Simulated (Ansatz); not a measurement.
A geometry of Al2O3 away from equilibrium: the start of the relaxation of a relaxed Al2O3 cell shaken by Gaussian noise of σ = 0.08 Å a coordinate. All values below come from r2SCAN (plane waves to 500 eV, PAW, scalar-relativistic; Ansatz, a first-principles code). Γ-centred k-mesh 4×4×8 on the run's cell (coarser than for final values), Fermi–Dirac smearing 0.05 eV.

```xyz
10
Lattice="5.4604 0.0000 0.0000 0.0000 5.4604 0.0000 0.0000 0.0000 2.7886" Properties=species:S:1:pos:R:3 pbc="T T T"
O     -0.0004     0.0176    -0.0271
O      2.7529     2.8275    -0.0231
O      0.7653     3.4492     1.4934
O      3.3050     4.5306     1.4058
O      1.8975     0.9230     1.4903
O      4.6903     1.9915     1.3640
Al     1.6250     4.3961     0.0198
Al     4.4825     3.9870    -0.0929
Al     1.0306     1.5763     0.0449
Al     3.9299     1.0097     0.0702
```

Problem. Which atoms carry the largest force, and which way does it point?

Solution. 5.03 eV/Å, on O4 (atoms numbered as listed); on O4 its components are (2.91, 3.98, -1.00).

Problem. What is the pressure?

Solution. +5.4 GPa, compression positive.

No spin polarisation in the result.

The end of the path is a generated cell of Al2O3: the first start was made by placing the elements on the sites of a structure type, and the end was not matched to a known phase here, so it may be hypothetical. Known forms of Al2O3 include space group No. 167.
